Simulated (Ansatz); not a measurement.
**Relaxing an invented Rb2SrTe2 structure**

The calculation used Ansatz, DFT PBE, scalar-relativistic, plane waves, PAW. Cutoff 420 eV, Gaussian smearing, Γ-centred meshes. Cell and atoms relax first on a coarse mesh and then on a converged one. In between, the cell is made exact in the group found at 0.06 Å. The steps can't lower the symmetry of their start. No spin polarisation.

The guess for Rb2SrTe2 was made by a generator: random cell by space group and Wyckoff sites (P4/mmm, No. 123). Its size is a rough estimate.

```
Rb Sr Te
1.0
     4.07263    0.00000    0.00000
     0.00000    4.07263    0.00000
     0.00000    0.00000    7.85728
Rb Sr Te
2 1 2
Direct
  0.00000 0.00000 0.50000
  0.50000 0.50000 0.50000
  0.00000 0.00000 0.00000
  0.00000 0.00000 0.21895
  0.00000 0.00000 0.78105
```

The zero of energy is the elements' standard structures at the same level; no fitted shifts are applied.

Question: Describe the relaxed structure.

Answer: The symmetry stays P4/mmm (No. 123). The volume per atom grows by 321.2 %, from 26.1 to 109.8 Å³. The shortest distance goes from 1.72 Å (Sr–Te) to 3.02 Å (Sr–Te). The energy falls by about 10.5 eV/atom (the start's value is from the coarse mesh). Conventional cell: a = 6.626 Å, c = 12.502 Å. Rb on its first site is surrounded by 2 Te at 3.23 Å and 4 Rb at 4.69 Å; Rb on its second site has 4 Rb at 4.69 Å; around Sr lie 2 Te at 3.02 Å; around Te lie 1 Sr at 3.02 Å and 1 Rb at 3.23 Å.

```cif
data_structure
_symmetry_space_group_name_H-M 'P 1'
_symmetry_Int_Tables_number 1
_cell_length_a 6.6261
_cell_length_b 6.6261
_cell_length_c 12.5023
_cell_angle_alpha 90.000
_cell_angle_beta 90.000
_cell_angle_gamma 90.000
_cell_volume 548.91
loop_
_atom_site_label
_atom_site_type_symbol
_atom_site_fract_x
_atom_site_fract_y
_atom_site_fract_z
_atom_site_occupancy
Rb1 Rb 0.00000 0.00000 0.50000 1
Rb2 Rb 0.50000 0.50000 0.50000 1
Sr1 Sr 0.00000 0.00000 0.00000 1
Te1 Te 0.00000 0.00000 0.24154 1
Te2 Te 0.00000 0.00000 0.75846 1
```

Question: Give its energy and gap.

Answer: The energy over the elements is −0.307 eV/atom and the gap on the 6×6×4 mesh of the 5-atom cell is 0.27 eV.

It lies below the elements, which doesn't yet make it stable against other compounds or structures.

The last run used Gaussian smearing of 0.01 eV. These runs have no spin–orbit coupling, which can matter for Te. Kohn–Sham gaps at this level usually fall short of measured ones. The missing spin–orbit coupling can work the other way here. The reference form of Te is held partly by dispersion forces, which this level lacks. Small gaps are read on the mesh alone, and bands can cross between its points. Symmetry constrained the relaxation, so the result can be a saddle point.
